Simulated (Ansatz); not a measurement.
CuI2:
Space group P4/mmm (No. 123); a = b = 5.182 Å, c = 4.219 Å, α = β = γ = 90.00°

| atom | site | symmetry | x | y | z |
|---|---|---|---|---|---|
| Cu | 1a | 4/mmm | 0.0000 | 0.0000 | 0.0000 |
| I | 2f | mmm. | 0.0000 | 0.5000 | 0.0000 |

Relaxed at zero pressure with the program Ansatz at the PBE+D3(BJ) level (PAW).

Question: The volume is raised by 3 % and shape and atoms relax at that volume. What pressure results, and how do the axes share the change?

Answer: -0.3 GPa; a 0.3 %, b 0.3 %, c 2.4 %; the energy rises by 1 meV/atom.

Question: Give the new structure.

Answer: 
Space group P4/mmm (No. 123); a = b = 5.197 Å, c = 4.321 Å, α = β = γ = 90.00°

```json
[
 {"atom": "Cu", "site": "1a", "symmetry": "4/mmm", "x": "0.0000", "y": "0.0000", "z": "0.0000"},
 {"atom": "I", "site": "2f", "symmetry": "mmm.", "x": "0.0000", "y": "0.5000", "z": "0.0000"}
]
```

The phase is kept; no other phase was compared at this pressure.

The first step of the workflow began from a Materials Project structure, measured or hypothetical; the Crystallography Open Database copy checked does not list it. Its standing as an ambient phase is unchecked. The PBE+D3(BJ) relaxation kept the symmetry of its start; its stability against distortions is not shown here. No spin polarisation was allowed. Its formation energy is positive at this level, so the cell may be metastable or incomplete. Scalar-relativistic: spin–orbit coupling is off unless named, which matters more the heavier the elements.

Potentials: the later of the program's two PAW sets.
